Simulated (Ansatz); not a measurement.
AlCo (CsCl type, space group No. 221) at seven volumes, PBEsol (plane waves, PAW; program Ansatz), scaled uniformly. One row is withheld.

| V (Å³/atom) | P (GPa) |
|---|---|
| 10.232 | ? |
| 10.569 | 13.68 |
| 10.906 | 6.31 |
| 11.244 | 0.01 |
| 11.581 | -5.37 |
| 11.918 | -9.97 |
| 12.256 | -13.89 |

Problem. Fit the shown pressures and predict the withheld one.

Solution. P = (3/2)B₀(x^(7/2) − x^(5/2))[1 + (3/4)(B′ − 4)(x − 1)] with x = (V₀/V)^(2/3). Least squares on the six rows gives V₀ = 11.244 Å³/atom, B₀ = 194 GPa, B′ = 4.25. At V = 10.232, x = 1.0649 and P = 22.37 GPa. The run itself gave 22.34 GPa.

Space group Pm-3m (CsCl type). The cell was relaxed with PBEsol under the symmetry of its start; of distortions, only those at the zone centre were tested. The workflow began spin-polarised and lost its moments.

Potentials: the later of the program's two PAW sets.
